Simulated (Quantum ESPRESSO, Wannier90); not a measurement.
# WSe2 (P6₃/mmc, 2Hc stacking as in molybdenite), plane waves to Wannier functions

```xyz
6
Lattice="3.3199 0.0000 0.0000 -1.6600 2.8751 0.0000 0.0000 0.0000 13.7372" Properties=species:S:1:pos:R:3 pbc="T T T"
W     -1.6600     0.9584    -3.4343
W      1.6600    -0.9584     3.4343
Se     1.6600    -0.9584    -1.7721
Se    -1.6600     0.9584     1.7721
Se    -1.6600     0.9584     5.0965
Se     1.6600    -0.9584    -5.0965
```

Structure: Materials Project mp-1821, symmetrised, not relaxed again. COD (Crystallography Open Database) has an entry of this formula and space group (matched by these alone). Level: PBE, no spin polarisation, no spin-orbit coupling; pw.x of Quantum ESPRESSO at 69 Ry with PseudoDojo potentials, 6×6×4 k-points, Wannier90. Density: 12×12×4 mesh, cold smearing 0.01 Ry. The cell is built of weakly bound layers, chains or molecules, whose nearest atoms lie 4.03 Å apart. Database cells relaxed without dispersion often hold them too far apart, which can enlarge gaps and weakens couplings between them; spacing and stacking were not compared with the measured crystal. Spin-orbit coupling is left out although heavy elements are present.

The lattice is scaled uniformly with fixed fractional positions (axis ratios and free coordinates are held, so this isn't the response to pressure), and at each scale an atom-like model (W d, Se p; disentangled, num_iter = 0) is made. Listed is the largest hopping of each kind of orbital pair shown, with the distance of the two functions' centres at scale 1; the mesh was not varied.

| scale | gap (eV) | modulus of t, W2 dyz–Se4 py at 2.47 Å (eV) | modulus of t, Se5 pz–Se4 pz at 3.46 Å (eV) | modulus of t, W1 dx2-y2–W1 dx2-y2 at 3.32 Å (eV) |
|---|---|---|---|---|
| 0.970 | 1.178 | 1.718 | 1.314 | 0.723 |
| 0.985 | 1.194 | 1.625 | 1.289 | 0.668 |
| 1.000 | 1.204 | 1.543 | 1.260 | 0.618 |
| 1.015 | 1.206 | 1.461 | 1.222 | 0.572 |
| 1.030 | 1.202 | 1.387 | 1.190 | 0.529 |

With |t| ∝ d^(−η), find η for each hopping from the ends of the series, and the volume deformation potential of the gap at scale 1.


- W2 dyz–Se4 py at 2.47 Å: η = −ln(1.387/1.718)/ln(1.030/0.970) = 3.6
- Se5 pz–Se4 pz at 3.46 Å: η = −ln(1.190/1.314)/ln(1.030/0.970) = 1.7
- W1 dx2-y2–W1 dx2-y2 at 3.32 Å: η = −ln(0.529/0.723)/ln(1.030/0.970) = 5.2
Harrison's rules would take η = 3.5, 2.0, 5.0 for these pairs; they describe atomic orbitals, while these are orthogonalised and change shape with the volume.
Volume deformation potential of the gap: dE_g/d ln V = (1.206 − 1.194)/(3 ln(1.015/0.985)) = 0.1 eV. The slope changes along the series, so this value holds near scale 1 alone.
